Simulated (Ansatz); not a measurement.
# Zincblende alloy of InAs and InSb (20 of 32 As sites exchanged), 64 atoms

Ansatz, PAW, plane waves. PBEsol relaxation of volume and atoms (shape held) at the single k point (¼, ¼, ¼) without its symmetry partners; single points on the relaxed atoms at the single k point (¼, ¼, ¼) without its symmetry partners, onto which points of the small cell's zone fold. Arrangement: random. No spin–orbit coupling unless named.

Relaxed structure:

```
In As Sb
1.0
    12.71121    0.00000    0.00000
     0.00000   12.71121    0.00000
     0.00000    0.00000   12.71121
In As Sb
32 12 20
Direct
  0.00413 0.99294 0.00764
  0.01010 0.00048 0.49870
  0.00486 0.49284 0.99382
  0.99254 0.50931 0.49246
  0.49742 0.00069 0.01262
  0.50679 0.99143 0.49149
  0.50027 0.50226 0.00150
  0.50946 0.50057 0.49799
  0.23817 0.24726 0.00175
  0.24558 0.24202 0.50606
  0.25174 0.76326 0.00044
  0.24233 0.75628 0.49220
  0.74430 0.24174 0.00694
  0.74720 0.25565 0.49233
  0.75907 0.75588 0.00831
  0.74545 0.74654 0.49269
  0.24447 0.99604 0.24436
  0.24063 0.99877 0.75123
  0.25119 0.50035 0.25065
  0.24417 0.49411 0.75557
  0.74645 0.99328 0.24606
  0.75171 0.00061 0.74912
  0.75254 0.50099 0.26015
  0.74629 0.50733 0.74368
  0.00650 0.24003 0.24224
  0.00842 0.24883 0.74913
  0.99208 0.75594 0.25545
  0.00697 0.75769 0.75782
  0.51123 0.24928 0.25154
  0.49762 0.24732 0.75095
  0.49731 0.76272 0.24824
  0.50566 0.74367 0.74134
  0.12511 0.11823 0.12260
  0.12447 0.12182 0.62721
  0.62502 0.12023 0.12962
  0.62728 0.62516 0.61806
  0.37214 0.87896 0.12718
  0.87681 0.87735 0.12934
  0.87126 0.62980 0.37340
  0.12473 0.36992 0.87473
  0.12238 0.87728 0.36997
  0.12558 0.87920 0.87956
  0.62691 0.37739 0.37382
  0.62706 0.87191 0.36987
  0.12289 0.62991 0.12469
  0.12354 0.62673 0.62516
  0.62477 0.12490 0.62014
  0.62702 0.62891 0.13043
  0.37531 0.37039 0.12483
  0.37503 0.37568 0.62365
  0.37323 0.87489 0.62242
  0.87533 0.37258 0.12648
  0.87611 0.37661 0.62299
  0.87720 0.87301 0.62132
  0.37520 0.12140 0.37220
  0.37021 0.12233 0.87895
  0.37756 0.62922 0.37481
  0.37316 0.62774 0.87423
  0.87517 0.12147 0.37178
  0.87988 0.12276 0.87918
  0.87694 0.62649 0.87552
  0.12228 0.37248 0.37546
  0.62618 0.37470 0.87492
  0.62438 0.87465 0.87858
```

**Question.** What are the mean bond lengths by pair (pairs within 1.2 times the sum of covalent radii, less contacts 15 % beyond the pair's median; cation–cation pairs of compounds aside; long ionic contacts are cut short by that bound)?

**Answer.** As–In 2.667 ± 0.012 Å (standard deviation, 48 bonds); In–Sb 2.807 ± 0.016 Å (standard deviation, 80 bonds).

**Question.** What gap lies between the top filled and the lowest empty level in the single points?

**Answer.** r²SCAN 1.10 eV (7.8 s on NVIDIA GB200). Away from Γ this isn't the crystal's band gap.
